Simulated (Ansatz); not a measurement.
ZnInGaO4:
Space group R3m, hexagonal axes (No. 160); a = 3.278 Å, b = 3.278 Å, c = 25.484 Å, α = 90.00°, β = 90.00°, γ = 120.00°

```json
[
 {"atom": "Zn", "site": "3a", "symmetry": "3m", "x": "0.0000", "y": "0.0000", "z": "0.2187"},
 {"atom": "In", "site": "3a", "symmetry": "3m", "x": "0.0000", "y": "0.0000", "z": "0.0028"},
 {"atom": "Ga", "site": "3a", "symmetry": "3m", "x": "0.0000", "y": "0.0000", "z": "0.7872"},
 {"atom": "O", "site": "3a", "symmetry": "3m", "x": "0.0000", "y": "0.0000", "z": "0.2949"},
 {"atom": "O", "site": "3a", "symmetry": "3m", "x": "0.0000", "y": "0.0000", "z": "0.7113"},
 {"atom": "O", "site": "3a", "symmetry": "3m", "x": "0.0000", "y": "0.0000", "z": "0.1212"},
 {"atom": "O", "site": "3a", "symmetry": "3m", "x": "0.0000", "y": "0.0000", "z": "0.8639"}
]
```
(The calculation used a cell of 7 atoms; values per cell refer to that cell.)

This is the LDA-relaxed structure.

### Question
All from the program Ansatz at the LDA level (PAW), unless another level is named. Give the bulk modulus (Birch–Murnaghan fit).

### Answer
187 GPa.

### Question
Predict the highest zone-centre frequency (without LO–TO term).

### Answer
647 cm⁻¹.

The cell was relaxed with LDA under the symmetry of its start.

Potentials: the later of the program's two PAW sets.
